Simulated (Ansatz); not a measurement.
Here is an unrelaxed guess for Sb3Se.

```
Sb Se
1.0
    -3.91248    3.91248    3.91248
     3.91248   -3.91248    3.91248
     3.91248    3.91248   -3.91248
Sb Se
3 1
Direct
  0.00000 0.50000 0.50000
  0.50000 0.00000 0.50000
  0.50000 0.50000 0.00000
  0.00000 0.00000 0.00000
```

Theory: DFT PBE, scalar-relativistic, plane waves, PAW (Ansatz 0.2.0). Settings: cutoff 420 eV, Γ-centred mesh 4×4×4 on the computed 4-atom cell, Gaussian smearing of 0.10 eV; no spin polarisation.

The zero of energy is the elements' standard structures at the same level; no fitted shifts are applied.

Q: How far from equilibrium is it?

A: The pressure is -7.2 GPa (it wants to contract), the largest force is 0.00 eV/Å (symmetry fixes the atoms), and the energy is +1.48 eV/atom against the elements. The shortest distance is 3.91 Å.

Q: How much does it gain on relaxing, and where does it end?

A: Relaxing gains about 1.5 eV/atom (the start's value is from the coarse mesh, so the gain is rough) in 13 ionic steps and ends at 0.00 eV/atom on the finer mesh. The symmetry stays Im-3m (No. 229). The volume per atom shrinks by 52.2 %, from 59.9 to 28.6 Å³. The shortest distance goes from 3.91 Å (Sb–Se and Sb–Sb) to 3.06 Å (Sb–Se and Sb–Sb). Conventional cell: a = 6.120 Å. Sb is surrounded by 2 Se at 3.06 Å and 4 Sb at 3.06 Å; around Se lie 6 Sb at 3.06 Å.

The last run used a 12×12×12 mesh for its 4-atom cell and Gaussian smearing of 0.10 eV. For metals, differences of a few meV/atom aren't resolved. Spin–orbit coupling, which can matter for Sb, is left out. An odd number of electrons in the primitive cell allows no gap without spin; a larger cell or a magnetic state could open one. The reference form of Se is held partly by dispersion forces, which this level lacks. The relaxation can't lower the symmetry of the start. A structure relaxed within its symmetry needn't be a true minimum.
